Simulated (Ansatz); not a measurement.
**K: pressure against volume**

K, Im-3m, a = 5.225 Å. Ansatz: PBEsol, PAW, 420 eV, Γ-centred 12×12×12 mesh on 1 atom, Gaussian smearing 0.10 eV; no spin polarisation. Symmetry fixes shape and atoms, so the cell is only scaled; pressure is positive in compression.

| V (Å³/atom) | P (GPa) |
| --- | --- |
| 67.044 | 0.23 |
| 69.183 | 0.10 |
| 71.323 | -0.02 |
| 73.463 | -0.12 |
| 75.602 | ? |

Question: Take V0 = 71.323 Å³/atom, count pressures from its P0 = -0.02 GPa, fit the third-order Birch–Murnaghan form to the other rows, and predict the missing pressure.

Answer: With the Eulerian strain f = ½[(V0/V)^(2/3) − 1] and y = (P − P0)/[3f(1 + 2f)^(5/2)], the form is the line y = B0 + 1.5 B0 (B0′ − 4) f. Rows (f, y): 0.02105, 3.57; 0.01026, 3.71; -0.00976, 3.59. Means f = 0.007183, y = 3.6233; Σ(Δf)² = 0.0004888, ΣΔfΔy = 9.187×10⁻⁵; the slope is their ratio. y = 3.622 + 0.1879 f GPa, so B0 = 3.6 GPa and B0′ = 4 + 2 × (0.1879)/(3 × 3.622) = 4.03. At V = 75.602, f = -0.01905, y = 3.618 and P = -0.21 GPa. The run gave -0.21 GPa, the same to the digits shown. The form still works here, 33 % of the fitted range beyond its end.